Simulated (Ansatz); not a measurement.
Ge2Mo:
```
Ge2Mo
1.0
    6.35105     0.00000     0.00000
    0.00000     3.46023     0.00000
    0.00000     0.00000     8.57496
Ge Mo
8 4
Direct
  0.93661   0.25000   0.36856
  0.06339   0.75000   0.63144
  0.56339   0.75000   0.86856
  0.43661   0.25000   0.13144
  0.63520   0.75000   0.45964
  0.36480   0.25000   0.54036
  0.86480   0.25000   0.95964
  0.13520   0.75000   0.04036
  0.25018   0.25000   0.82902
  0.74982   0.75000   0.17098
  0.24982   0.75000   0.32902
  0.75018   0.25000   0.67098
```

Relaxed with r²SCAN.

**Question.** Map the electron localisation function on the plane through (0.937, 0.250, 0.369) spanned by u = [1, 0, 0] and v = [0, 0, 1] in lattice vectors, from the program Ansatz at the r²SCAN level (PAW).

**Answer.** x is the fraction of u, y of v (the angle between them is 90°; rows are the nearest grid lines); atoms in the plane: Ge at (0.00, 0.00), Ge at (0.50, 0.76), Ge at (0.43, 0.17), Ge at (0.93, 0.59), Mo at (0.31, 0.46), Mo at (0.81, 0.30).
```
|.  :+*#*+=+++++=-..     .-===:  .|
| .:=+*#*+==+++=-::.    .:=+++=:. |
|--=++**++++****+=-::....-=*#*+=--|
|+++==----+*#%#*+++++++=-=+*#%##*+|
|-:... ..:=**+=-:.:-++*#*+++++++=-|
|:.      .-===:     -+*#*+==+++=-:|
|-:.     .-===:     :+*#*+++****+-|
|==-:....:-=+==-:.:-==++==*##**++=|
|-=====----=*##**++==-:::=++=-..:-|
| -=+*+-::.::-=*#*+=:. .:-==.     |
|.-+**=::::-----===-:. .:-==:    .|
|=+**=:-*%@@@@*-:::-::.:-++++=::-=|
|#%#=::*@@*=*@@*:.:-=----=*#######|
|+*+-.:*@@%#%@@+:.:==-:..::----=++|
|-==-:.-#@@@@@#-..-==-..:=+**=-::-|
|.:==-:..:-==--:-=++-.:+%@@@@@%=:.|
|.:-==----+*####%%%*=:-*@@+-+@@#-.|
|::--:::-+**++===+*#*-:=#@@@@@#=::|
|:-::...-=++=:...-+**+-:=#%@@#+-::|
|*+-:. .:-==.     -=**+-:.:::--=+*|
|*++=:..:-==-.  .:-=++=----=+####*|
|--=======****++===--::.::-+++==--|
| .:=++++=+###**+==:.....:-===-:. |
|.  :+*#*+=+++++=-..     .-===:  .|
```
Scale: ten equal steps from 0.000 (start of ' ') to 0.741 (end of '@'), in the order ' .:-=+*#%@'; x runs from 0.000 to 1.00, y from 0.000 (bottom) to 1.00 (top).

The density is the valence pseudo-density with augmentation charge, so density and ELF within about 1 Å of a nucleus are not all-electron values.

Space group Pnma. The first step of the workflow began from a Materials Project structure, measured or hypothetical; the Crystallography Open Database files this formula in space group No. 62, but the cells were not matched. Its standing as an ambient phase is unchecked. Symmetry was held in the r²SCAN relaxation; whether a distortion lowers the energy is not shown. No spin polarisation was allowed.

Potentials: the later of the program's two PAW sets.
